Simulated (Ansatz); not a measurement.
Ansatz (a quantum-chemistry and plane-wave program) input:

Ansatz 0.2 input:
```yaml
crystal:
  lattice:
    - [2.2337236726, -5.4247277473, 0.0]
    - [2.2337236726, 5.4247277473, 0.0]
    - [0.0, 0.0, 30.0]
  periodic: [true, true, false]
  atoms:
    - { symbol: Cu, position: [0.0, 0.5, 0.5241237477] }
    - { symbol: S, position: [0.5, 0.5, 0.5] }
    - { symbol: O, position: [0.7719311992, 0.6134878187, 0.5294194854] }
    - { symbol: O, position: [0.2280688008, 0.3865121813, 0.5294194854] }
    - { symbol: O, position: [0.6134878187, 0.7719311992, 0.4705805146] }
    - { symbol: O, position: [0.3865121813, 0.2280688008, 0.4705805146] }
    - { symbol: Cu, position: [0.5, 0.0, 0.4758762523] }
kpoints:
  mp_grid: { grid: [8, 8, 1] }
hamiltonian:
  xc: r2scan
  dispersion: d4
  pseudopotentials: { kind: paw }
scf:
  occupations: { method: gaussian, width: 0.005 }
relax:
  f_tol: 0.005
  max_steps: 150
output:
  eigenvalues: true
  stress: true
  write_potential: true
  volumetric_format: []
```

Output (shortened):

```
WARN output.stress: scf.convergence.dr2_threshold = 2.5e-8 eV (the default of a walk held to its f_tol) is looser than the 7e-10 eV advised for a printed …
Relaxation: its limit of steps is 150 (relax.max_steps)
Pseudopotentials: kind: paw
Pseudopotential: Cu, paw, valence charge 19
Pseudopotential: S, paw, valence charge 6
Pseudopotential: O, paw, valence charge 6
Functional definition: r2SCAN
Crystal: 7 atoms, lattice volume = 727.041 Å³
Basis set: ecut = 500 eV, 18475 PW (Γ), exchange–correlation on 180×180×900 points (64 copies of the dense FFT grid, shifted against one another)
Bands: 41, of which v1, the nominal top of the filled ones, is band 34 counted from 1 (33 counted from 0)
Symmetry: 4 space group operations
Space group: C222 (ITA 21), of the structure as read, at distance tolerance 9.0e-5 Å
k-points: 21 of 64
PAW frozen core: Cu, regenerated for the run's functional
PAW frozen core: S, regenerated for the run's functional
PAW frozen core: O, regenerated for the run's functional
Initial wavefunctions: pseudopotential atomic-orbital guess
Eigensolver: davidson
Functional: x = r2scan, c = r2scan; τ floored in thin density (d = 2e-4 eV/Å³)
all-band conjugate gradients solve this SCF's bands
SCF 1 converged in 7 iterations: F = -16438.731206 eV  dr2 = 4.99e-7
relax step   1: F+E_penalty+E_count = -16438.73120562 eV  Δ(F+E_penalty+E_count) = +0.000e0 eV  max|allowed force component| = 4.914e-1 eV/Å  Δτ_max = 0.0000 Å  (7 SCF iters, dr2 threshold 6.25e-7 eV, accepted)
density extrapolation: transplant  |δρ|_rms = 2.675e-2 e/Å³  SAD shift = 3.284e-2 e/Å³
Crystal: 7 atoms, lattice volume = 727.041 Å³
Initial density: handed on by an earlier stage of this run
Initial wavefunctions: those handed on with the density
SCF 2 converged in 5 iterations: F = -16438.748112 eV  dr2 = 4.53e-6
relax step   2: F+E_penalty+E_count = -16438.74811210 eV  Δ(F+E_penalty+E_count) = -1.691e-2 eV  max|allowed force component| = 3.247e-1 eV/Å  Δτ_max = 0.0114 Å  (5 SCF iters, dr2 threshold 1.51e-5 eV, accepted)
density extrapolation: transplant  |δρ|_rms = 2.678e-2 e/Å³  SAD shift = 5.562e-2 e/Å³
Crystal: 7 atoms, lattice volume = 727.041 Å³
SCF 3 converged in 7 iterations: F = -16438.760369 eV  dr2 = 1.11e-6
relax step   3: F+E_penalty+E_count = -16438.76036922 eV  Δ(F+E_penalty+E_count) = -1.226e-2 eV  max|allowed force component| = 6.145e-2 eV/Å  Δτ_max = 0.0193 Å  (7 SCF iters, dr2 threshold 6.59e-6 eV, accepted)
density extrapolation: transplant  |δρ|_rms = 2.685e-2 e/Å³  SAD shift = 1.467e-2 e/Å³
Crystal: 7 atoms, lattice volume = 727.041 Å³
SCF 4 converged in 7 iterations: F = -16438.760802 eV  dr2 = 5.62e-8
relax step   4: F+E_penalty+E_count = -16438.76080177 eV  Δ(F+E_penalty+E_count) = -4.325e-4 eV  max|allowed force component| = 9.365e-3 eV/Å  Δτ_max = 0.0051 Å  (7 SCF iters, dr2 threshold 2.36e-7 eV, accepted)
density extrapolation: transplant  |δρ|_rms = 2.685e-2 e/Å³  SAD shift = 1.023e-3 e/Å³
Crystal: 7 atoms, lattice volume = 727.041 Å³
SCF 5 converged in 5 iterations: F = -16438.760810 eV  dr2 = 5.00e-9
relax step   5: F+E_penalty+E_count = -16438.76081010 eV  Δ(F+E_penalty+E_count) = -8.338e-6 eV  max|allowed force component| = 3.116e-4 eV/Å  Δτ_max = 0.0004 Å  (5 SCF iters, accepted)
Crystal: 7 atoms, lattice volume = 727.041 Å³
Mixer restart at iter 3: flushing history
SCF 6 converged in 5 iterations: F = -16438.760810 eV  dr2 = 1.19e-11
WARN: The output density's exchange-correlation potential varies sharply where the density is thin …
SCF converged after 5 iterations
Stability not checked: this state was not tested for a lower state beside it, because too few of the mixer's solves of this state at the end of the SCF gave a …
an eigenvalue changed by more than its tolerance at an iteration that met the thresholds in force, so the SCF went on 2 times, its first undamped step at …
Free energy (F): -16438.760810 eV
Harris-Foulkes:  -16438.760810 eV  (|F-HF|=1.24e-10)
Internal energy: -16438.760810 eV  (E = F + TS)
E sigma→0 (E₀):  -16438.760810 eV
Fermi energy:    -4.405381 eV
--- Per-component energies (eV) ---
  E_band       = -2049.705757
  E_kinetic    = 1423.336813
  E_local      = -126282.645332  (includes V_loc(G=0)·N_el)
  E_nonlocal   = 1028.809794
  E_hartree    = 61830.426856
  E_xc         = -546.158657
  E_vxc        = -759.919216  (∫ρ·V_xc dr)
  E_paw        = -4625.900117  (= ΣΔE_a)
  E_vpaw       = -1171.266111  (= ΣTr[D̂ρ^β])
  E_aug_tail   = 0.004371  (compensation charges beyond the density's cutoff)
  E_vtau       = 51.120429  (kinetic-family band-sum trace: ∫τ·v_τ [+ j·A + Jᵃ·Aᵃ] dr)
  E_ewald      = 50734.482573
  E_disp       = -0.277365  (pairwise vdW)
  E_core_change = -0.839746  (= ΣΔE_core)
  E_smearing   =  0.000000  (= −TS)
  E_closure    = 0.000000  (closes the sum)
  Σ components = -16438.760810   (vs F -16438.760810, Δ=0.00e0)
--- Forces (eV/Å), atoms counted from 1 ---
  atom   1  Cu     0.00000000     0.00000000     0.00017827
  atom   2  S      0.00000000     0.00000000     0.00000000
  atom   3  O     -0.00030145     0.00025033     0.00011770
  atom   4  O      0.00030145    -0.00025033     0.00011770
  atom   5  O     -0.00030145    -0.00025033    -0.00011770
  atom   6  O      0.00030145     0.00025033    -0.00011770
  atom   7  Cu     0.00000000     0.00000000    -0.00017827
  max |Σ_I F_I| component: 0.0 eV/Å
--- 2D stress c σ (N/m, compression-positive) ---
       -0.509499       0.000000       0.000000
        0.000000      -3.267133       0.000000
        0.000000       0.000000       0.000000
  P = ½ c Tr σ = -1.8883 N/m
  The stress holds the Pulay correction. Without it, at fixed plane waves: P = -1.9266 N/m
  The stress includes an estimate of the error left by incomplete SCF convergence (largest component  0.0000 N/m …
--- Band table (eV; the first three rows and the last of 21) ---
  k-point 0: bands = ["-120.7108", "-120.7078", "-76.6903", "-76.6860", "-76.5506", "-76.5235", "-76.4900", "-76.4810", "-31.6944", "-27.6354", "-27.5441", "-27.3435", "-17.4439", "-14.8632", "-14.2286", "-13.7686", "-11.7187", "-10.9368", "-10.8874", …
  k-point 1: bands = ["-120.7107", "-120.7079", "-76.6901", "-76.6862", "-76.5498", "-76.5249", "-76.4892", "-76.4811", "-31.6872", "-27.6415", "-27.5387", "-27.3599", "-17.4010", "-14.8623", "-14.2469", "-13.7950", "-11.6805", "-11.0093", "-10.8708", …
  k-point 2: bands = ["-120.7103", "-120.7082", "-76.6896", "-76.6866", "-76.5473", "-76.5287", "-76.4875", "-76.4816", "-31.6695", "-27.6554", "-27.5270", "-27.3989", "-17.2961", "-14.8451", "-14.3088", "-13.8549", "-11.5946", "-11.1593", "-10.8364", …
  k-point 20: bands = ["-120.7108", "-120.7078", "-76.6903", "-76.6860", "-76.5506", "-76.5235", "-76.4900", "-76.4810", "-31.6645", "-27.7258", "-27.4796", "-27.4135", "-16.9910", "-14.6541", "-14.2726", "-13.9745", "-11.9635", "-11.1674", "-10.8376", …
  ° read free of the cell's end (the report's vacuum.weakly_bound_levels)
  band table: 41 of 41 bands, residual norms ≤ 1.0e-3 eV
--- Relaxed structure (5 steps of the walk, 5 accepted, 0 SCFs on fresh bases) ---
  F+E_penalty+E_count = -16438.76081010 eV   max|allowed force component| = 3.116e-4 eV/Å
  cell:  # Å, volume = 727.0406 Å³
    - [2.2337236726, -5.4247277473, 0.0]
    - [2.2337236726, 5.4247277473, 0.0]
    - [0.0, 0.0, 30.0]
  atoms:
    - { symbol: Cu, position: [0.0, 0.5, 0.5232586583039746] }
    - { symbol: S, position: [0.5, 0.5, 0.5] }
    - { symbol: O, position: [0.7683837786530969, 0.6087025301898108, 0.5289911354746963] }
    - { symbol: O, position: [0.23161622134690296, 0.3912974698101892, 0.5289911354746963] }
    - { symbol: O, position: [0.6087025301898108, 0.7683837786530969, 0.4710088645253036] }
    - { symbol: O, position: [0.3912974698101892, 0.23161622134690296, 0.4710088645253036] }
    - { symbol: Cu, position: [0.5, 0.0, 0.47674134169602556] }
```

Cost: around 12 core-minutes (rough) on shared cores.

This run is a variant of the relaxed cell: strain +2 % along x, +2 % along y, atoms relaxed.

The layer was cut from a bulk entry of the Materials Project (measured or hypothetical); whether that bulk phase is the ambient one, and whether the layer has been isolated, was not checked. The strained cell keeps its size and symmetry.

Potentials: the later of the program's two PAW sets.

Ansatz is a plane-wave DFT program.
